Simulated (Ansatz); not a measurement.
**Every step of a relaxation of Cd (beta tin type)**

DFT, LDA, PAW with Ansatz's default frozen-core files, scalar-relativistic (Ansatz 0.2.0); a Γ-centred 16×16×16 k mesh, Fermi–Dirac smearing of 0.08 eV, no spin polarisation. The run relaxes cell and atoms at a target pressure of 35 GPa.

Command: `ansatz run input.yaml --threads 1 --pin off --max-ram 3584MiB --backend cpu --events-out ev --progress --plain --runs-dir out` It took 85 s on 1 thread of Arm Neoverse V2, on a shared host, peak memory 0.47 GiB.

```yaml
crystal:
  lattice:
    - [-2.4304620954, 2.4304620954, 1.3367541525]
    - [2.4304620954, -2.4304620954, 1.3367541525]
    - [2.4304620954, 2.4304620954, -1.3367541525]
  atoms:
    - { symbol: Cd, position: [-0.375, -0.125, -0.25] }
    - { symbol: Cd, position: [0.375, 0.125, 0.25] }
kpoints:
  mp_grid: { grid: [16, 16, 16] }
scf:
  occupations: { method: fermi_dirac, width: 0.08 }
hamiltonian:
  xc: lda
  pseudopotentials: { kind: paw }
output:
  forces: true
  stress: true
  eigenvalues: true
relax:
  f_tol: 0.005
  max_steps: 40
  cell: { p_target: 35.0, stress_tol: 0.03 }
```

Each step lists its enthalpy F + pV a cell above the last geometry, the pressure, the cell vectors (Å), and Cartesian positions (Å) with forces (eV/Å).

The first step:

```
step 1  dH = 156.78 meV  P = 50.0 GPa
  cell -2.4305 2.4305 1.3368  2.4305 -2.4305 1.3368  2.4305 2.4305 -1.3368
  Cd 0.0000 -1.2152 -0.3342   0.0000 0.0000 0.0000
  Cd 0.0000 1.2152 0.3342   0.0000 0.0000 0.0000
```

The PAW files were made under PBE.

The symmetry of the start is kept and no stability test is made, so the end need not be the stable phase.

Where does the relaxation end, and by which steps?

After 6 geometries, with conventional a, b, c = 5.084, 5.084, 2.589 Å, at 16.730 Å³/atom (+5.93 % against the start) in space group I4_1/amd, with a shortest distance of 2.589 Å. The further steps:
```
step 2  dH = 64.05 meV  P = 26.0 GPa
  cell -2.5490 2.5490 1.3482  2.5490 -2.5490 1.3482  2.5490 2.5490 -1.3482
  Cd 0.0000 -1.2745 -0.3371   0.0000 0.0000 0.0000
  Cd 0.0000 1.2745 0.3371   0.0000 0.0000 0.0000
step 3  dH = 14.65 meV  P = 32.7 GPa
  cell -2.5252 2.5252 1.3260  2.5252 -2.5252 1.3260  2.5252 2.5252 -1.3260
  Cd 0.0000 -1.2626 -0.3315   0.0000 0.0000 0.0000
  Cd 0.0000 1.2626 0.3315   0.0000 0.0000 0.0000
step 4  dH = 2.85 meV  P = 35.9 GPa
  cell -2.5270 2.5270 1.3046  2.5270 -2.5270 1.3046  2.5270 2.5270 -1.3046
  Cd 0.0000 -1.2635 -0.3261   0.0000 0.0000 0.0000
  Cd 0.0000 1.2635 0.3261   0.0000 0.0000 0.0000
step 5  dH = 0.02 meV  P = 34.9 GPa
  cell -2.5421 2.5421 1.2952  2.5421 -2.5421 1.2952  2.5421 2.5421 -1.2952
  Cd 0.0000 -1.2711 -0.3238   0.0000 0.0000 0.0000
  Cd 0.0000 1.2711 0.3238   0.0000 0.0000 0.0000
step 6  dH = 0.00 meV  P = 35.0 GPa
  cell -2.5422 2.5422 1.2943  2.5422 -2.5422 1.2943  2.5422 2.5422 -1.2943
  Cd 0.0000 -1.2711 -0.3236   0.0000 0.0000 0.0000
  Cd 0.0000 1.2711 0.3236   0.0000 0.0000 0.0000
step 7  dH = -0.29 meV  P = 35.0 GPa  (same geometry on a basis chosen anew; earlier energies don't compare to the last digit)
  cell -2.5422 2.5422 1.2943  2.5422 -2.5422 1.2943  2.5422 2.5422 -1.2943
  Cd 0.0000 -1.2711 -0.3236   0.0000 0.0000 0.0000
  Cd 0.0000 1.2711 0.3236   0.0000 0.0000 0.0000
```
